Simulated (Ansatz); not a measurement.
The start is a relaxed Ti cell, doubled along one cell vector, shaken by Gaussian noise of σ = 0.08 Å a coordinate. A full variable-cell relaxation at zero pressure is run with PBE (plane waves to 420 eV, PAW, scalar-relativistic; Ansatz, a quantum-chemistry and plane-wave program). First-step values are on the input's coarse k-mesh.

Ansatz input (later rounds restart from its end on a renewed k-mesh):
Ansatz 0.2 input:
```yaml
crystal:
  lattice:
    - [5.2915223364, 0, 0]
    - [0, 2.6457611682, 0]
    - [0, 0, 2.6271160463]
  atoms:
    - { symbol: Ti, position: [0.0089591706, 0.0233460086, 0.0196903556] }
    - { symbol: Ti, position: [0.5237157468, -0.0134747676, 0.0631191758] }
basis: { ecutwfc: 420, ecutrho_ratio: 4, xc_grid: 2, fft_grid_basis: typed }
kpoints: { mp_grid: { grid: [6, 12, 12] } }
hamiltonian:
  xc: pbe
  dispersion: none
  pseudopotentials: { azcp: { folder: ./paw }, kind: paw }
scf: { occupations: { method: fermi_dirac, width: 0.05 } }
relax: { f_tol: 0.01, max_steps: 100, cell: { stress_tol: 0.02 } }
output: { forces: true, stress: true }
```

| Property | Result |
|---|---|
| Volume change | -4.2 %, from 18.39 to 17.61 Å³/atom |
| Band gap at the end | zero (metallic) |
| Optimiser moves | 14 |

Final structure:

Space group P4/nmm, origin choice 1 (No. 129); a = 2.7764 Å, b = 2.7764 Å, c = 4.5690 Å, α = 90.00°, β = 90.00°, γ = 90.00°

| atom | site | symmetry | x | y | z |
|---|---|---|---|---|---|
| Ti | 2c | 4mm | 0.0000 | 0.5000 | 0.2762 |

Final values are on a 17×17×10 k-mesh of the relaxed cell. No spin polarisation in the result.

The run could not lose the symmetry of its start: the end is stationary, and may be a saddle point rather than a minimum.

The relaxed structure here is a generated cell of Ti: the first start was made by a random draw of sites in a space group, and the end was not matched to a known phase here, so it may be hypothetical. Known forms of Ti include space group No. 194.
